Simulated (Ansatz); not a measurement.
A: Ni (fcc, Cu type), a = b = c = 3.519 Å, α = β = γ = 90.00°
B: CdSe (zinc blende), a = 6.1964 Å, b = 6.1964 Å, c = 6.1964 Å, α = 90.00°, β = 90.00°, γ = 90.00°
C: BAs (zinc blende), a = 4.809 Å, b = 4.809 Å, c = 4.809 Å, α = 90.00°, β = 90.00°, γ = 90.00°

Scan: energy over volume and axial ratio (atoms clamped). All come from one method, each on a k mesh of its own. All were relaxed with their symmetry unable to fall. Relaxed Ni ends ferromagnetic. The PAW data are Ansatz's earlier set. Other magnetic orders were not checked, so this need not be the ground state. (This holds for the magnetic or f-shell members.)

Q: Order them by shear modulus C′ = (C11 − C12)/2 (fitted) (lowest first) at the level PBE (plane waves to 420 eV, PAW, scalar-relativistic; Ansatz, a first-principles code).

A: B (9 GPa), A (62 GPa), C (102 GPa)

(Under strain, the slope of the energy per volume gives the stress and its curvature an elastic modulus.)
